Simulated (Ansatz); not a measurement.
Total density of states per atom from DFT-r²SCAN in the program Ansatz with PAW potentials, in 0.25 eV bins, energy from the Fermi level:

| E (eV) | states/eV/atom |
|---|---|
| -7.85 | 0.23 |
| -7.60 | 0.28 |
| -7.35 | 0.35 |
| -7.10 | 0.54 |
| -6.85 | 0.95 |
| -6.60 | 0.66 |
| -6.35 | 0.55 |
| -6.10 | 0.54 |
| -5.85 | 0.51 |
| -5.60 | 0.33 |
| -5.35 | 0.45 |
| -5.10 | 0.50 |
| -4.85 | 0.35 |
| -4.60 | 0.34 |
| -4.35 | 0.43 |
| -4.10 | 0.42 |
| -3.85 | 0.42 |
| -3.60 | 0.43 |
| -3.35 | 0.48 |
| -3.10 | 0.74 |
| -2.85 | 0.82 |
| -2.60 | 0.70 |
| -2.35 | 0.52 |
| -2.10 | 0.85 |
| -1.85 | 1.24 |
| -1.60 | 0.77 |
| -1.35 | 0.50 |
| -1.10 | 0.31 |
| -0.85 | 0.26 |
| -0.60 | 0.40 |
| -0.35 | 0.63 |
| -0.10 | 1.02 |
| 0.15 | 0.94 |
| 0.40 | 0.84 |
| 0.65 | 0.65 |
| 0.90 | 0.51 |
| 1.15 | 0.64 |
| 1.40 | 0.74 |
| 1.65 | 0.99 |
| 1.90 | 0.71 |
| 2.15 | 0.62 |
| 2.40 | 0.84 |
| 2.65 | 0.97 |
| 2.90 | 0.89 |

Q: Which of these materials gives this?
A) BeTe, rock salt
B) Ta3Si, P4_2/n (Ta on 8g, Ta on 8g, Ta on 8g, Si on 8g)
C) TaTe, Pmma (Ta on 2e, Te on 2f)
D) Ta3As, P4_2/n (Ta on 8g, Ta on 8g, Ta on 8g, As on 8g)

A: C, TaTe, Pmma (Ta on 2e, Te on 2f). Within 0.5 eV of the Fermi level: Ta 5d 79 %, Te 5p 6 %, outside the projected shells 10 %. Projections are on Löwdin-orthogonalised atomic valence shells; empty p or d shells of many metals are not among them.

The start of the workflow was typed in or built on a structure type; neither database checked (COD, Materials Project) lists it. Whether it is the stable phase at ambient conditions was not checked. The cell keeps a stress of up to 0.2 GPa. The cell was relaxed with r²SCAN under the symmetry of its start; its stability against distortions is not shown here. The run is not spin-polarised. Its formation energy is positive at this level, so the cell may be metastable or incomplete. Scalar-relativistic: spin–orbit coupling is off unless named, which matters more the heavier the elements.

Potentials: the later of the program's two PAW sets.
